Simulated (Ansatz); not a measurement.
Here is the system:

WS2:
```xyz
6
Lattice="3.1877 0.0000 0.0000 -1.5938 2.7606 0.0000 0.0000 0.0000 14.8496" Properties=species:S:1:pos:R:3 pbc="T T T"
W      0.0000     1.8404     3.7124
W      1.5938     0.9202    11.1372
S      0.0000     1.8404     9.5661
S      1.5938     0.9202     2.1413
S      1.5938     0.9202     5.2835
S      0.0000     1.8404    12.7083
```

This is the PBE-relaxed structure.

Problem. All from PBE in the plane-wave PAW code Ansatz, unless another level is named. Give the hole effective mass.

Solution. 0.86, 1.5, 1.5 mₑ (principal values).

Problem. Predict the formation energy from the elements (no fitted shifts).

Solution. -0.83 eV/atom.

Problem. Give the smallest direct gap on the standard path.

Solution. 1.80 eV.

Problem. What about the band gap?

Solution. 1.63 eV (indirect).

Problem. And the valence-band maximum?

Solution. at Γ.

Problem. Give the weight of the valence-edge state by species (Voronoi cells).

Solution. W 59 %, S 41 %.

Space group P6_3/mmc. The cell was relaxed with PBE under the symmetry of its start. No spin polarisation was allowed. The volume lies over 15 % above that of the usual cell of this phase: another minimum, or an error of the functional. A crystal of weakly bound layers computed without a dispersion correction: the cell and the soft elastic constants depend strongly on that. The references are the lowest solids computed at this level, not always the standard phases. Scalar-relativistic: spin–orbit coupling is off unless named, which matters more the heavier the elements.

Potentials: the later of the program's two PAW sets.
